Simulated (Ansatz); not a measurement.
A geometry of Al₂O₃ away from equilibrium: step 2 of the relaxation of a relaxed Al2O3 cell, doubled along one cell vector, shaken by Gaussian noise of σ = 0.08 Å a coordinate. Method: r2SCAN (plane waves to 500 eV, PAW, scalar-relativistic; Ansatz, a quantum-chemistry and plane-wave program). Γ-centred k-mesh 7×7×4 on the run's cell (coarser than for final values), Fermi–Dirac smearing 0.05 eV.

```xyz
10
Lattice="2.3651 1.3712 2.3482 -2.3443 1.3304 2.3510 -0.0499 -5.3990 4.6968" Properties=species:S:1:pos:R:3:forces:R:3 pbc="T T T" free_energy=-5585.402 pressure_GPa=3.2
O     -1.4225     0.0394     3.4962   -0.6721   -0.2428    1.4429
O     -1.4607    -2.6707     5.9046   -0.4355   -0.1829   -0.6901
O      0.6872    -1.1594     3.5689    0.1800   -1.0024    0.0298
O      0.6505    -3.8421     5.8794    0.5101   -0.2140   -0.3085
O      0.7550     1.3091     3.5100   -0.8726   -0.1142   -0.5605
O      0.5903    -1.4047     5.9245    1.5759   -1.0599    0.8081
Al    -0.1183     0.0498     2.2080    1.7753    0.0563   -0.7933
Al    -0.0152    -2.7468     4.5548   -0.6475    1.1500   -1.1240
Al     0.0314    -0.0552     4.9960   -1.3964    2.6002   -1.0873
Al    -0.0274    -2.6342     7.1732   -0.0173   -0.9905    2.2830
```

Positions in Å, forces in eV/Å, free energy of the cell in eV (comparable only within this code, potentials and settings). Largest force: 3.15 eV/Å, on Al9 (atoms numbered as listed); the geometry lies 0.07 eV/atom above the end of its relaxation.

No spin polarisation in the result.

The end of the path is a generated cell of Al2O3: the first start was made by placing the elements on the sites of a structure type, and the end was not matched to a known phase here, so it may be hypothetical. Known forms of Al2O3 include space group No. 167.
